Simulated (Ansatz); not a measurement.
Here is an unrelaxed guess for InW4.

```
In W
1.0
     4.54715    0.00000    0.00000
    -2.27358    3.93795    0.00000
     0.00000    0.00000    6.02647
In W
1 4
Direct
  0.00000 0.00000 0.00000
  0.50000 0.00000 0.00000
  0.00000 0.50000 0.00000
  0.50000 0.50000 0.00000
  0.00000 0.00000 0.50000
```

Method: Ansatz 0.2.0, DFT PBE, scalar-relativistic, plane waves, PAW. Cutoff 420 eV; k points 6×6×4 on the computed 5-atom cell (Γ-centred); Gaussian smearing, width 0.10 eV; no spin polarisation.

The zero of energy is the elements' standard structures at the same level; no fitted shifts are applied.

Problem. How far from equilibrium is it?

Solution. The pressure is 84.7 GPa (the mean over three directions, positive in compression), the largest force is 0.00 eV/Å (symmetry fixes the atoms), and the energy is +5.82 eV/atom against the elements. The shortest distance is 2.27 Å.

Problem. Is it a good guess?

Solution. A poor one: relaxing gains about 3.1 eV/atom (the start's value is from the coarse mesh, so the gain is rough) in 14 ionic steps and ends at +2.70 eV/atom on the finer mesh. The symmetry stays P6/mmm (No. 191). The volume per atom grows by 13.9 %, from 21.6 to 24.6 Å³. The shortest distance goes from 2.27 Å (In–W and W–W) to 2.49 Å (In–W). The ratio c/a of the conventional cell changes by a factor of 0.70. Conventional cell: a = 5.341 Å, c = 4.976 Å. Around In lie 2 W at 2.49 Å and 6 W at 2.67 Å; W on a site of symmetry mmm is surrounded by 4 W at 2.67 Å and 2 In at 2.67 Å; W on a site of symmetry 6/mmm is surrounded by 2 In at 2.49 Å.

The last run used a 12×12×8 mesh (in the run's order of axes) for its 5-atom cell and Gaussian smearing of 0.10 eV. Spin–orbit coupling, which can matter for W, is left out. The cell is a metal run without spin; a magnetic state may lie lower. The relaxation can't lower the symmetry of the start, and the grade says only how near the guess is to its own end. A structure relaxed within its symmetry needn't be a true minimum. Another cell of InW4 relaxed alike, in Pm-3m, lies 0.65 eV/atom lower, so this cell isn't the stable form at this level.
